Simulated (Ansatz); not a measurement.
CsPbBr$_{3}$ (cubic perovskite, Pm-3m), a = b = c = 5.9988 Å, α = β = γ = 90.00°.

Relaxed with PBE.

Q: Decompose the optical modes at the zone centre into irreducible representations, and say which are infrared and Raman allowed.

A: Point group m-3m: Γ_opt = 3T1u + T2u. Infrared: T1u. Raman: none.

Q: Assign frequencies (DFPT, PBE in the plane-wave PAW code Ansatz; without the LO–TO term).

A: T1u 9i, T2u 21, T1u 41, T1u 81 cm⁻¹.

This is a known high-temperature phase of the composition, computed here at zero pressure and temperature. The cell was relaxed with PBE under the symmetry of its start; of distortions, only those at the zone centre were tested. Scalar-relativistic: spin–orbit coupling is off unless named, which matters more the heavier the elements.

Potentials: the later of the program's two PAW sets.
